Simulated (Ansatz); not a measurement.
# Structures of Cr2Ni: which is lowest?

Plane-wave DFT in Ansatz with scalar-relativistic PAW potentials, cutoff 420 eV, Γ-centred meshes chosen by cell and gap, Gaussian smearing with energies taken to zero width. Every cell was relaxed (cell and atoms) in a run of its own, within the symmetry of its start. Functional: PBE.

Relaxed structures (starts from databases or built by putting these elements on another compound's sites):
A. P6/mmm, 3 atoms in the computed cell, a = 4.045 Å, c = 2.412 Å; sites (symmetry × multiplicity) Cr -6m2 × 2, Ni 6/mmm × 1; start: built
B. Fd-3m, 6 atoms in the computed cell, a = 6.560 Å; sites (symmetry × multiplicity) Cr .-3m × 16, Ni -43m × 8; start: built

Rank them by energy. Could pressure change the order?

```tsv
structure	group	E − E(lowest) (meV/atom)	V (Å³/atom)	gap on mesh (eV)
A	P6/mmm	0.0	11.39	0.00
B	Fd-3m	70	11.76	0.00
```

A is lowest, 70 meV/atom under B. The lowest is also the densest of these, so pressure wouldn't bring one of the others in at first order. Other structures may lie lower than all of these, and vibrations aren't counted.

Spin polarisation was left out, and a magnetic state may lie lower.